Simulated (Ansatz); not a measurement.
SiW$_{2}$ in space group P6_3/mmc (No. 194; Si on 2c, W on 2a, W on 2d) under volume change, the program Ansatz at the PBE level (PAW), shape and atoms relaxed at each volume.

```
V (Å³/atom)  E − E(relaxed) (meV/atom)  P (GPa)
-----------  -------------------------  -------
13.607                           111.4    28.88
14.056                            46.7    17.64
14.504                            11.0     8.10
14.953                             0.0     0.00
15.402                             9.9    -6.89
15.850                            37.7   -12.80
16.299                            80.8   -17.83
```

What does a third-order Birch–Murnaghan fit give for V₀, B₀ and B′?

V₀ = 14.95 Å³/atom, B₀ = 249 GPa, B′ = 4.3.

A made-up cell: these elements were put on the sites of a structure type; neither database checked (COD, Materials Project) lists it. Its standing as an ambient phase is unchecked. The cell was relaxed with PBE under the symmetry of its start; whether a distortion lowers the energy is not shown. No spin polarisation was allowed. Spin–orbit coupling is left out wherever it is not named.

Potentials: the later of the program's two PAW sets.
